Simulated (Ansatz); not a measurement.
The relaxed structure here is a generated cell of Hf: the first start was made by placing the elements on the sites of a structure type, and the end was not matched to a known phase here, so it may be hypothetical. Known forms of Hf include space group No. 194.

One stationary structure of Hf. Space group Pa-3 (No. 205). The numbers are results of r2SCAN (plane waves to 500 eV, PAW, scalar-relativistic; Ansatz, a quantum-chemistry and plane-wave program), not measurements.

Space group Pa-3 (No. 205); a = b = c = 5.6390 Å, α = β = γ = 90.00°

```json
[
 {"atom": "Hf", "site": "8c", "symmetry": ".3.", "x": "0.1498", "y": "0.1498", "z": "0.1498"}
]
```

What band gap does r2SCAN give?

No gap on the sampled points, where the bands overlap only slightly; such a result is sensitive to mesh and level.

No spin polarisation in the result.

The run could not lose the symmetry of its start, so the end can be a saddle point.
